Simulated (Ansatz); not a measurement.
LaTl3: levels along high-symmetry lines

```
CELL_PARAMETERS angstrom
4.79900 0.00000 0.00000
0.00000 4.79900 0.00000
0.00000 0.00000 4.79900
ATOMIC_POSITIONS crystal
La 0.00000 0.00000 0.00000
Tl 0.00000 0.50000 0.50000
Tl 0.50000 0.00000 0.50000
Tl 0.50000 0.50000 0.00000
```

Atoms are numbered in the order listed.

The cell is COD entry 1538104, as deposited and not checked against the literature; nothing was relaxed.

Spin–orbit coupling is left out, though it moves levels of the heavy atoms by tenths of an eV or more.

All numbers below come from DFT, PBEsol, all-electron LAPW, scalar-relativistic (Ansatz 0.2.0).

Settings: a Γ-centred 8×8×8 k mesh, Fermi–Dirac smearing of 0.05 eV, basis error target 1 meV/atom, no spin polarisation.

Points in fractions of the reciprocal vectors of this cell: Γ (0, 0, 0), X (0, 0.5, 0), M (0.5, 0.5, 0), R (0.5, 0.5, 0.5). The path joins them by straight lines in the order Γ–X–M–Γ–R–X–R–M; legs that retrace an earlier one aren't tabulated. Energies are in eV from the Fermi level.

Is there a gap?

none: bands cross the Fermi level, a metal.

List the levels between -8 and 3 eV at the symmetry points.


Γ: -4.05 (×2), -0.93 (×3), 1.46 (×3), 1.91, 2.17 (×3), 2.55 (×3), 2.88 (×2)
X: -7.73, -7.13, -3.54, -1.18 (×2), -0.77, 1.31 (×2), 1.70, 1.74, 1.92, 2.01 (×2), 2.19, 2.50
M: -7.03, -5.88 (×2), -2.93, -0.20 (×2), 1.10, 1.48 (×2), 1.54, 1.91 (×2), 2.00, 2.01, 2.66
R: -5.83 (×3), -3.10, -1.24 (×3), 1.86 (×3), 1.92 (×3), 2.05
